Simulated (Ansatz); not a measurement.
AlBRu3:
```xyz
5
Lattice="4.0274 0.0000 0.0000 0.0000 4.0274 0.0000 0.0000 0.0000 4.0274" Properties=species:S:1:pos:R:3 pbc="T T T"
Al     0.0000     0.0000     0.0000
Ru     0.0000     2.0137     2.0137
Ru     2.0137     0.0000     2.0137
Ru     2.0137     2.0137     0.0000
B      2.0137     2.0137     2.0137
```

Relaxed with r²SCAN. Special points in fractions of this cell's reciprocal vectors: Γ (0.000, 0.000, 0.000); X (0.000, 0.500, 0.000); M (0.500, 0.500, 0.000); R (0.500, 0.500, 0.500).

Task: List the band energies nearest the Fermi level at these points for plane-wave PAW r²SCAN (Ansatz code).

Result: In eV from the Fermi level; about four levels below and three above (degenerate sets whole), none deeper than 8.9 eV; points with the same levels are listed once.

| k | below | above |
|---|---|---|
| Γ | -0.82 -0.82 -0.82 -0.39 -0.39 | 1.56 1.79 1.79 1.79 |
| X | -1.36 -0.70 -0.70 -0.50 | 0.14 1.79 3.81 3.81 |
| M | -1.89 -1.89 -0.78 -0.69 -0.29 | 0.05 0.47 2.51 2.51 |
| R | -1.22 -1.22 -1.22 -0.16 -0.16 | 1.45 1.45 1.45 |

Space group Pm-3m (cubic perovskite). The start of the workflow was typed in or built on a structure type; neither database checked (COD, Materials Project) lists it. Whether it is the stable phase at ambient conditions was not checked. Symmetry was held in the r²SCAN relaxation; its stability against distortions is not shown here. No spin polarisation was allowed. The volume moved by -15 % from the start of the relaxation. Scalar-relativistic: spin–orbit coupling is off unless named, which matters more the heavier the elements.

Potentials: the earlier of the program's two PAW sets.
